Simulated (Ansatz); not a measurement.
The slice is one period of a {100} plane through atoms; its size isn't given.

The numbers are results of PBE (plane waves to 420 eV, PAW, scalar-relativistic; Ansatz, a program for electronic structure), not measurements. Inside the PAW spheres the values are not all-electron values, and peaks at nuclei hang on which shells count as valence.

```
|@@%#*=-:.....:-=*#%@|
|%%#*+=:... ...:=+*#%|
|##*+=-:..   ..:-=+*#|
|**+=-:...   ...:-=+*|
|===-::..     ..::-==|
|--::...       ...::-|
|::....         ....:|
|.....           ....|
|...               ..|
|..                 .|
|...               ..|
|.....           ....|
|::....         ....:|
|--::...       ...::-|
|===-::..     ..::-==|
|**+=-:...   ...:-=+*|
|##*+=-:..   ..:-=+*#|
|%%#*+=:... ...:=+*#%|
|@@%#*=-:.....:-=*#%@|
|@@%#*=-:.....:-=*#%@|
```
Scale: ten equal steps from -0.87 (start of ' ') to 1.90 (end of '@'), in the order ' .:-=+*#%@'. Values: log₁₀ of the valence density in e/Å³. The map has 20 points along u (one character each, u = 0 at the left) and 20 along v (v = 0 in the bottom row). The scale is logarithmic, as a density can span decades between atoms and voids.

```
|xxxx2002357532002xxx|
|xxxx0012368632100xxx|
|xxx100113686311001xx|
|22000111379731110002|
|00001112489842111000|
|00111113699963111110|
|22211235899985321122|
|33333468999998643333|
|55667899999999987665|
|77889999999999999887|
|55667899999999987665|
|33333468999998643333|
|22211235899985321122|
|00111113699963111110|
|00001112489842111000|
|22000111379731110002|
|xxx100113686311001xx|
|xxxx0012368632100xxx|
|xxxx2002357532002xxx|
|xxxx2002357532002xxx|
```
Scale: ten equal steps from 0.15 (start of '0') to 0.24 (end of '9'), in the order '0123456789'. Values: electron localisation function (ELF). The map has 20 points along u (one character each, u = 0 at the left) and 20 along v (v = 0 in the bottom row). Points within 0.5 Å of a nucleus are blanked (x), as the pseudised field means little there.

Task: Which relaxed crystal do these maps come from?
A. Cu (fcc, Cu type)
B. Al (fcc, Cu type)
C. Pd (fcc, Cu type)
D. Ag (fcc, Cu type)

Result: A, Cu (fcc, Cu type). Atoms on the slice: Cu at (0.00, 0.00)

All were relaxed with their symmetry unable to fall. Cu is run without spin polarisation. Pd is run without spin polarisation. The PAW data are Ansatz's earlier set.
